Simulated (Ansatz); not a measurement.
# Two-dimensional strain map in HgTe

All numbers below come from Ansatz 0.2.0, DFT PBEsol, scalar-relativistic, plane waves, PAW. The runs took a 420 eV cutoff, a Γ-centred 14×14×14 mesh and Gaussian smearing (0.15 eV). Spin–orbit coupling is left out, which can shift energies with elements as heavy as these. No spin polarisation. Energies are free energies at this smearing, counted from the undisturbed cell; pressure is positive in compression.

Zero of the scan (as given, not relaxed at this level; it stands at 1.3 GPa):

```
Hg Te
1.0
     0.00000    3.22350    3.22350
     3.22350    0.00000    3.22350
     3.22350    3.22350    0.00000
Hg Te
1 1
Direct
  0.00000 0.00000 0.00000
  0.75000 0.75000 0.75000
```

The cell is strained by p along both x and y and by q along z, fractional coordinates fixed. Points are written (p, q).

Energy above the undisturbed cell in meV/atom (a dash: not computed):

| p \ q | -0.050 | -0.025 | 0.000 | 0.025 | 0.050 |
| --- | --- | --- | --- | --- | --- |
| -0.050 | 179.9 | 128.0 | ? | 58.7 | 39.8 |
| 0.000 | ? | – | 0.0 | – | 0.9 |
| 0.050 | 8.2 | – | 19.0 | – | 51.3 |

(1) Fill in the withheld energies.

Answers

(1) (-0.050, 0.000): 87.9; (0.000, -0.050): 29.8.